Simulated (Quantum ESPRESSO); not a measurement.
Kohn-Sham bands of Mg(AlS$_{2}$)$_{2}$ (R-3m)

```
CELL_PARAMETERS angstrom
     -1.85762     3.21748     0.00000
     -3.71523     0.00000     0.00000
     -1.85762     1.07249    12.96114
ATOMIC_POSITIONS crystal
  Mg 0.00000 0.00000 0.00000
  Al 0.75800 0.75800 0.72600
  Al 0.24200 0.24200 0.27400
  S  0.88378 0.88378 0.34866
  S  0.11622 0.11622 0.65134
  S  0.70219 0.70219 0.89343
  S  0.29781 0.29781 0.10657
```

Structure: Materials Project mp-16755, symmetrised, not relaxed again. Not found in the COD (Crystallography Open Database) copy used, which has the formula in other groups; not checked further. Level: PBEsol, no spin polarisation, no spin-orbit coupling; pw.x of Quantum ESPRESSO at 68 Ry with PseudoDojo potentials, 4×4×4 k-points, Wannier90. Density: 10×10×10 mesh, cold smearing 0.01 Ry. The cell is built of weakly bound layers, chains or molecules, whose nearest atoms lie 4.47 Å apart. Database cells relaxed without dispersion often hold them too far apart, which can enlarge gaps and weakens couplings between them; spacing and stacking were not compared with the measured crystal.

Energies are relative to the valence-band maximum; weights are on the orthonormalised atomic waves of the pseudopotential files, averaged over the group. 40 electrons a cell are treated as valence.

| bands | from (eV) | to (eV) | filling | weight on atomic waves |
|---|---|---|---|---|
| 1 | -74.13 | -74.13 | filled | [?] |
| 2–4 | -41.07 | -41.04 | filled | [?] |
| 5–8 | -13.81 | -11.32 | filled | [?] |
| 9–20 | -6.44 | 0.00 | filled | [?] |

Which atomic shells make up each group?


- 1, weight on atomic waves: Mg 2s 99 %
- 2–4, weight on atomic waves: Mg 2p 100 %
- 5–8, weight on atomic waves: S 3s 76 %, Al 3p 14 %, Al 3s 6 %
- 9–20, weight on atomic waves: S 3p 81 %, Al 3p 9 %, Al 3s 5 %

The Kohn-Sham gap over both meshes and the path is 1.89 eV.
